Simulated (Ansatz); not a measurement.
An Ansatz (a quantum-chemistry and plane-wave program) input:

Ansatz 0.2 input:
```yaml
crystal:
  lattice:
    - [6.0311368703, 0.0, 0.0]
    - [0.0, 6.0216450187, 0.0]
    - [0.0, 0.0, 6.0290371659]
  atoms:
    - { symbol: Sb, position: [0.3787187336, 0.6337570598, 0.3818843102] }
    - { symbol: Sb, position: [0.6212812664, 0.3662429402, 0.8818843102] }
    - { symbol: Sb, position: [0.1212812664, 0.6337570598, 0.8818843102] }
    - { symbol: Sb, position: [0.8787187336, 0.3662429402, 0.3818843102] }
    - { symbol: Ir, position: [0.5130735014, 0.7692382312, 0.9986823028] }
    - { symbol: Ir, position: [0.4869264986, 0.2307617688, 0.4986823028] }
    - { symbol: Ir, position: [0.9869264986, 0.7692382312, 0.4986823028] }
    - { symbol: Ir, position: [0.0130735014, 0.2307617688, 0.9986823028] }
    - { symbol: S, position: [0.1182903621, 0.1254746907, 0.621633387] }
    - { symbol: S, position: [0.8817096379, 0.8745253093, 0.121633387] }
    - { symbol: S, position: [0.3817096379, 0.1254746907, 0.121633387] }
    - { symbol: S, position: [0.6182903621, 0.8745253093, 0.621633387] }
kpoints:
  mp_grid: { grid: [4, 4, 4] }
  band_path:
    path:
      - [[0.0, 0.0, 0.0], [0.5, 0.0, 0.0], [0.5, 0.5, 0.0], [0.0, 0.5, 0.0], [0.0, 0.0, 0.0], [0.0, 0.0, 0.5], [0.5, 0.0, 0.5], [0.5, 0.5, 0.5], [0.0, 0.5, 0.5], [0.0, 0.0, 0.5]]  # Γ-X-S-Y-Γ-Z-U-R-T-Z
      - [[0.5, 0.0, 0.0], [0.5, 0.0, 0.5]]  # X-U
      - [[0.0, 0.5, 0.0], [0.0, 0.5, 0.5]]  # Y-T
      - [[0.5, 0.5, 0.0], [0.5, 0.5, 0.5]]  # S-R
      - [VBM, CBM]
    npoints: 6
basis: { xc_grid: 2 }
hamiltonian:
  xc: pbesol
  pseudopotentials: { kind: paw }
magnetization: { noncollinear: true, spin_orbit: true }
scf:
  n_extra_bands: 24
  convergence: { dr2_threshold: 0.0000000001 }
  occupations: { method: gaussian, width: 0.01 }
checkpoint: { write: soc.run }
output: { eigenvalues: true }
```

Q: How many symmetry operations and irreducible k-points will the run report?

A: 4 operations, 27 of 64 k-points.

Q: With a cutoff of 420 eV, how many plane waves at Γ?

A: 4337.

It took very roughly 2.2 core-hours on shared server cores.

Space group Pca2_1. The first step of the workflow began from a Materials Project structure, measured or hypothetical; the Crystallography Open Database files this formula in space group No. 29, but the cells were not matched. Its standing as an ambient phase is unchecked. The PBEsol relaxation kept the symmetry of its start; whether a distortion lowers the energy is not shown. No spin polarisation was allowed.

Potentials: the later of the program's two PAW sets.

Ansatz is a plane-wave DFT program.
